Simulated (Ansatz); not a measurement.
Total density of states per atom from the program Ansatz at the r²SCAN level (PAW), in 0.25 eV bins, energy from the Fermi level:

```
E (eV) | states/eV/atom
    -7.85 | # 0.07
    -7.60 | # 0.08
    -7.35 | # 0.11
    -7.10 | ## 0.14
    -6.85 | ######### 0.74
    -6.60 | ################## 1.54
    -6.35 | ######################### 2.12
    -6.10 | ############################## 2.50
    -5.85 | ########################## 2.13
    -5.60 | ###################### 1.82
    -5.35 | ################## 1.51
    -5.10 | ####################### 1.90
    -4.85 | ################ 1.34
    -4.60 | ########################## 2.13
    -4.35 | ################ 1.34
    -4.10 | ################### 1.57
    -3.85 | ######## 0.68
    -3.60 | #### 0.33
    -3.35 | #### 0.33
    -3.10 | ###### 0.46
    -2.85 | ####### 0.55
    -2.60 | ###### 0.52
    -2.35 | ######## 0.66
    -2.10 | ######## 0.66
    -1.85 | ######### 0.76
    -1.60 | ########### 0.93
    -1.35 | ######## 0.69
    -1.10 | ######### 0.79
    -0.85 | ########### 0.95
    -0.60 | ############# 1.11
    -0.35 | ########### 0.90
    -0.10 | ####### 0.61
     0.15 | ###### 0.50
     0.40 | ###### 0.53
     0.65 | ####### 0.54
     0.90 | ###### 0.53
     1.15 | ####### 0.56
     1.40 | ###### 0.54
     1.65 | ####### 0.55
     1.90 | ##### 0.39
     2.15 | ##### 0.45
     2.40 | ######## 0.65
     2.65 | ########### 0.94
     2.90 | ######## 0.68
     3.15 | ######### 0.71
     3.40 | ########## 0.86
     3.65 | ############ 1.00
     3.90 | ########### 0.94
     4.15 | ######## 0.64
     4.40 | #### 0.30
     4.65 | ### 0.22
```

Pick the material that matches.
(A) TaN, Pm-3m (Ta on 3c, N on 3d)
(B) LaGa, Cmcm (La on 4c, Ga on 4c)
(C) CaGa, Cmcm (Ca on 4c, Ga on 4c)
(D) TaAg, Cmcm (Ta on 4c, Ag on 4c)

D, TaAg, Cmcm (Ta on 4c, Ag on 4c). Within 0.5 eV of the Fermi level: Ta 5d 76 %, Ag 4d 5 %, Ta 6s 5 %, outside the projected shells 8 %. Projections are on Löwdin-orthogonalised atomic valence shells; empty p or d shells of many metals are not among them.

The start of the workflow was typed in or built on a structure type; neither database checked (COD, Materials Project) lists it. Whether it is the stable phase at ambient conditions was not checked. Symmetry was held in the r²SCAN relaxation; whether a distortion lowers the energy is not shown. The run is not spin-polarised. Its formation energy is positive at this level, so the cell may be metastable or incomplete. Scalar-relativistic: spin–orbit coupling is off unless named, which matters more the heavier the elements.

Potentials: the later of the program's two PAW sets.
